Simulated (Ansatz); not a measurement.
A frame of C from dynamics at 4320 K, with the forces (eV/Å) computed on a k mesh in the last three columns. The calculation used DFT PBE, scalar-relativistic, plane waves, PAW (Ansatz).

Plane waves to 420 eV, a k mesh through Γ of 4×5×4 on the computed 16-atom cell and Fermi–Dirac smearing (0.37 eV); no spin polarisation.

```xyz
16
Lattice="5.470 -0.008 0.048 -0.008 5.191 0.054 0.048 0.054 5.354" Properties=species:S:1:pos:R:3:forces:R:3 pbc="T T T"
C     3.512    2.270    3.667    3.090   -2.940   -1.550
C     0.245    3.962    0.833    1.980   -0.450    1.620
C     0.951    1.010    2.908   -2.780    1.370    4.100
C     2.027    0.882    2.228    4.830    1.760   -4.340
C     4.801    4.255    3.364   -1.690    1.120    0.120
C     4.890    4.263    1.905   -1.480    2.720   -2.380
C     4.830    2.831    3.844    0.610   -0.060    0.140
C     2.663    3.276    1.356    9.230    6.360    3.560
C     1.041    1.918    0.463   -1.320    0.890   -4.140
C     2.056    1.129    0.754    1.120   -8.310   -1.070
C     3.669    0.398    4.001   -1.450   -0.190    1.160
C     0.606    1.846    3.868   -3.410    2.700    2.680
C     2.952    2.479    2.389   -0.240   -3.840    2.810
C     3.500    4.650    1.074   -1.190   -5.200    2.150
C     2.795    0.162    5.280    5.060    2.660   -0.170
C     1.496    3.152    0.898  -12.340    1.400   -4.680
```

Static pressure -1.7 GPa (no kinetic part), no gap on the mesh.

Counting as bonded all pairs within 1.2 times the summed covalent radii:

| atom → neighbour | mean count | mean length (Å) | spread (Å) |
| --- | --- | --- | --- |
| C → C | 2.38 | 1.45 | 0.12 |

Angles between all pairs of such bonds at an atom (mean ± spread): 119 ± 15° at C.

Cost: 1 run of about 1.5 core-minutes, on Arm Neoverse N1 (shared hosts).